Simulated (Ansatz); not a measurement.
Be5Au in space group F-43m (No. 216; Be on 16e, Au on 4a, Be on 4c) under volume change, r²SCAN in the plane-wave PAW code Ansatz, shape and atoms relaxed at each volume.

```csv
V (Å³/atom),E − E(relaxed) (meV/atom),P (GPa)
8.595,40.2,16.40
8.878,17.0,10.10
9.161,4.0,4.67
9.445,0.0,-0.01
9.728,3.7,-4.05
10.011,14.0,-7.54
10.295,30.1,-10.56
```

What does a third-order Birch–Murnaghan fit give for V₀, B₀ and B′?

V₀ = 9.44 Å³/atom, B₀ = 145 GPa, B′ = 3.9.

The workflow started from an entry of the Crystallography Open Database (COD). Its standing as an ambient phase is unchecked. The r²SCAN relaxation kept the symmetry of its start; whether a distortion lowers the energy is not shown. Scalar-relativistic: spin–orbit coupling is off unless named, which matters more the heavier the elements.

Potentials: the later of the program's two PAW sets.
